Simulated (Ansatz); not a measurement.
Relaxed-ion elastic tensor of As (A7 (α-As type), R-3m) in GPa (Voigt order), DFT-PBE+D3(BJ) in the program Ansatz with PAW potentials; density 5.96 g/cm³, 20.89 Å³ per atom.

```
       1     2     3      4      5      6
-  -----  ----  ----  -----  -----  -----
1    143  43.5  30.5  -29.3    0.0    0.0
2   43.5   143  30.5   29.3    0.0    0.0
3   30.5  30.5  56.1    0.0    0.0    0.0
4  -29.3  29.3   0.0   52.2    0.0    0.0
5    0.0   0.0   0.0    0.0   52.2  -29.3
6    0.0   0.0   0.0    0.0  -29.3   49.9
```

Task: Is the crystal mechanically stable?

Result: Yes: the smallest eigenvalue of C is 21.7 GPa.

Task: Work out the Voigt, Reuss and Hill averages.

Result: K_V = 61.3, K_R = 48.7, K_H = 55.0; G_V = 46.7, G_R = 31.3, G_H = 39.0 GPa.

Task: Give Young's modulus, Poisson's ratio, Pugh's ratio and the universal anisotropy index.

Result: E = 9KG/(3K + G) = 94.7 GPa; ν = 0.21; K/G = 1.41 (brittle by the Pugh limit of 1.75); A_U = 5G_V/G_R + K_V/K_R − 6 = 2.72.

Task: Estimate the sound speeds and the Debye temperature.

Result: v_l = √((K + 4G/3)/ρ) = 4240 m/s, v_t = √(G/ρ) = 2560 m/s, mean 2830 m/s; Θ = (h/k)(3n/4πV)^(1/3) v_m = 306 K.

Task: How much does each axis shrink under pressure?

Result: Linear compressibilities β_i = Σ_j S_ij (j = 1 to 3): x 3.0, y 3.0, z 15 per TPa.

The cell was relaxed with PBE+D3(BJ) under the symmetry of its start. As this level gives no gap, shear constants depend on the k-mesh and smearing (Fermi–Dirac, 0.1 eV here).

Potentials: the later of the program's two PAW sets.
